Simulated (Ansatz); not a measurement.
Below is a relaxed structure of FeBiSe3. The cell was found from a structure generator's guess, not taken from experiment.

Level of theory: Ansatz 0.2.0, DFT PBE, scalar-relativistic, plane waves, PAW. Cutoff 420 eV, Γ-centred mesh, Gaussian smearing, collinear spin.

```
Fe Bi Se
1.0
     4.81797    0.00000    0.00000
     0.00000    4.81797    0.00000
     0.00000    0.00000    4.81797
Fe Bi Se
1 1 3
Direct
  0.00000 0.00000 0.00000
  0.50000 0.50000 0.50000
  0.50000 0.00000 0.00000
  0.00000 0.50000 0.00000
  0.00000 0.00000 0.50000
```

Energies over the elements count from the elements' standard structures at the same level, with no fitted energy shifts.

Task: What space group does it have?

Result: Pm-3m (No. 221), the cubic perovskite type. Conventional cell: a = 4.818 Å. Around Fe lie 6 Se at 2.41 Å; Bi has 12 Se at 3.41 Å; Se has 2 Fe at 2.41 Å, 4 Bi at 3.41 Å and 8 Se at 3.41 Å.

Task: What is its formation energy per atom?

Result: +0.12 eV/atom. A positive value: parting into the elements would lower its energy.

Task: Is it a metal?

Result: Yes, bands cross the Fermi level on the 8×8×8 mesh.

Task: Which magnetic moments does it keep?

Result: 0.58 μB per atom net, the space between the atoms included; by site: Fe 2.4; Bi -0.1; Se 0.1 (×3) μB.

Task: From what recipe could a structure generator have reached it?

Result: One such recipe: perovskite family, tilts a0a0a0 (Pm-3m, No. 221). Other recipes can lead to the same cell.

The last run used collinear spin, an 8×8×8 mesh for its 5-atom cell and Gaussian smearing of 0.10 eV. These runs have no spin–orbit coupling, which can matter for Bi. No Hubbard U is applied to the 3d shell of Fe. The reference form of Se is held partly by dispersion forces, which this level lacks. Another magnetic order may lie lower. A structure relaxed within its symmetry needn't be a true minimum.
